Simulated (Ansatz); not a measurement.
Hf3SnS8 (P-3m1)

All numbers below come from DFT PBE, scalar-relativistic, plane waves, PAW in Ansatz.

Settings: cutoff 420 eV, Γ-centred mesh 12×12×1 on the computed 12-atom cell, Gaussian smearing of 0.02 eV; no spin polarisation.

The structure is relaxed at this level of theory with its symmetry kept, and needn't be the ground state of this composition.

```yaml
crystal:
  lattice:
    - [3.66394, 0.00000, 0.00000]
    - [-1.83197, 3.17306, 0.00000]
    - [0.00000, 0.00000, 27.47231]
  atoms:
    - { symbol: Hf, position: [0.00000, 0.00000, 0.25169] }
    - { symbol: Hf, position: [0.00000, 0.00000, 0.50000] }
    - { symbol: Hf, position: [0.00000, 0.00000, 0.74831] }
    - { symbol: Sn, position: [0.00000, 0.00000, 0.00000] }
    - { symbol: S, position: [0.33333, 0.66667, 0.05428] }
    - { symbol: S, position: [0.33333, 0.66667, 0.30414] }
    - { symbol: S, position: [0.33333, 0.66667, 0.55245] }
    - { symbol: S, position: [0.33333, 0.66667, 0.80076] }
    - { symbol: S, position: [0.66667, 0.33333, 0.19924] }
    - { symbol: S, position: [0.66667, 0.33333, 0.44755] }
    - { symbol: S, position: [0.66667, 0.33333, 0.69586] }
    - { symbol: S, position: [0.66667, 0.33333, 0.94572] }
```

| Item | Value |
| --- | --- |
| Space group | P-3m1 (No. 164) |
| Volume per atom | 179.6 bohr³ |
| Formation energy from the elements' standard states (uncorrected) | -1.279 eV/atom |
| Kohn–Sham band gap | 1.20 eV, indirect from A to M |
| Orbital (Löwdin) character of the top 1 eV of the valence band | S 3p 94 % |
| Orbital (Löwdin) character of the lowest 1 eV of the conduction band | Hf 5d 59 %, S 3p 26 %, Sn 5s 7 %, unprojected 4 % |
| Electron masses at the edge by direction of the standard setting (m_e; one valley, along these axes only; no spin-orbit coupling) | x: 0.25; y: 0.83; z: 13 |
| Hole masses at the edge by direction of the standard setting (m_e; one valley, along these axes only; no spin-orbit coupling) | x: 0.47, 0.18, 0.44, 0.18; y: 0.47, 0.18, 0.47, 0.18; z: over 30, over 30, over 30, over 30 |

Spin-orbit coupling is left out, which matters for the bands of heavy elements. The cell holds layers, chains or molecules and no dispersion correction was added, so their binding is poorly described.

The cell was found from a structure generator's guess, not taken from experiment. Kohn–Sham gaps at this level usually fall short of measured ones. Löwdin shares on free-atom orbitals overweight diffuse shells in the empty bands.
